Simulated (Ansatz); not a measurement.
**Does relaxation matter for the field gradients of Bi2S3?**

Start: a computed structure from the Materials Project (it need not be an observed phase), taken as it stands.

```cif
data_Bi2S3
_symmetry_space_group_name_H-M 'Pnma'
_symmetry_Int_Tables_number 62
_cell_length_a 11.5936
_cell_length_b 3.9978
_cell_length_c 11.1606
_cell_angle_alpha 90.000
_cell_angle_beta 90.000
_cell_angle_gamma 90.000
loop_
_atom_site_label
_atom_site_type_symbol
_atom_site_symmetry_multiplicity
_atom_site_Wyckoff_symbol
_atom_site_fract_x
_atom_site_fract_y
_atom_site_fract_z
Bi1 Bi 4 c 0.0176 0.2500 0.3263
Bi5 Bi 4 c 0.1565 0.7500 0.0326
S9 S 4 c 0.4518 0.7500 0.3712
S13 S 4 c 0.1216 0.7500 0.4436
S17 S 4 c 0.7106 0.2500 0.3087
```

One atom of each set is listed.

The numbers come from a DFT calculation in Ansatz (r2SCAN, plane waves and PAW, scalar-relativistic, 500 eV cutoff, Γ-centred 3×7×3 k-points, Fermi–Dirac smearing 0.01 eV).

The largest force at the start is 0.051 eV/Å. Relaxing the ions at fixed cell moves them by 0.007 Å at most (atom 12, S) and 0.005 Å rms.

```tsv
site	moved (Å)	first shell before	first shell after	V_zz before (10²¹ V/m²)	η before
Bi1	0.005	6 S at 2.68–3.07 Å	6 S at 2.67–3.08 Å	-12.61	0.81
Bi5	0.004	5 S at 2.60–2.97 Å; also 2 S at 3.41 Å	5 S at 2.60–2.97 Å; also 2 S at 3.41 Å	-25.0	0.11
S9	0.007	5 Bi at 2.60–3.07 Å	5 Bi at 2.60–3.08 Å	5.31	0.73
S13	0.005	5 Bi at 2.68–3.41 Å	2 Bi at 2.67 Å; also 1 Bi at 3.04 Å	-9.39	0.29
S17	0.002	3 Bi at 2.70–2.74 Å	3 Bi at 2.69–2.74 Å	-3.37	0.31
```

Question: How do the gradients change?

Answer: 

```
site  V_zz after  η after  change of V_zz
 Bi1      -12.83     0.83           -0.22
 Bi5       -25.8     0.10           -0.88
  S9        5.43     0.71           +0.12
 S13       -9.47     0.31           -0.08
 S17       -3.40     0.31           -0.03
```

The largest change of V_zz is on Bi5, from -25.0 to -25.8. In per cent, |V_zz| changes by +2 to +4 on Bi, +1 to +2 on S (all sites that start above 0.5).

Spin–orbit coupling is left out, which shifts gradients on Bi by a few per cent, and by more where contributions nearly cancel.
